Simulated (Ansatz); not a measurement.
The calculation used Ansatz 0.2.0, DFT PBE, scalar-relativistic, plane waves, PAW. Settings: cutoff 420 eV, Γ-centred meshes spaced at most about 0.3 Å⁻¹, and about 0.25 Å⁻¹ or finer for metals (2π included), Gaussian smearing. No spin polarisation in the final relaxations.

Temperature and zero-point effects are left out. All come from trial cells, and lower structures may exist.

Problem. These unrelaxed guesses for Sc4Al are each relaxed within their symmetry. Order them by the energy at which they end, lowest first.
A.

```
Sc Al
1.0
     2.32993    1.34518    4.75594
    -2.32993    1.34518    4.75594
     0.00000   -2.69037    4.75594
Sc Al
4 1
Direct
  0.70000 0.70000 0.70000
  0.10000 0.10000 0.10000
  0.90000 0.90000 0.90000
  0.30000 0.30000 0.30000
  0.50000 0.50000 0.50000
```

B.

```
Sc Al
1.0
     2.94160    0.00000    0.00000
    -1.47080    2.54750    0.00000
     0.00000    0.00000   23.86952
Sc Al
8 2
Direct
  0.33333 0.66667 0.65000
  0.33333 0.66667 0.85000
  0.33333 0.66667 0.05000
  0.33333 0.66667 0.45000
  0.66667 0.33333 0.95000
  0.66667 0.33333 0.15000
  0.66667 0.33333 0.35000
  0.66667 0.33333 0.55000
  0.33333 0.66667 0.25000
  0.66667 0.33333 0.75000
```

C.

```
Sc Al
1.0
    -3.28201    3.28201    2.07573
     3.28201   -3.28201    2.07573
     3.28201    3.28201   -2.07573
Sc Al
4 1
Direct
  0.80000 0.40000 0.20000
  0.40000 0.20000 0.60000
  0.60000 0.80000 0.40000
  0.20000 0.60000 0.80000
  0.00000 0.00000 0.00000
```

Solution. A (ends in R-3m, 0 meV/atom), C (ends in I4/m, 37 meV/atom), B (ends in P6_3/mmc, 109 meV/atom).

A magnetic state wasn't ruled out in cells without spin, among them P6_3/mmc. With atoms moved at random, R-3m and I4/m came back. Other cells relaxed within their symmetry can be saddle points. Some types were kept out of the candidates beforehand, so the set may lack a known form.
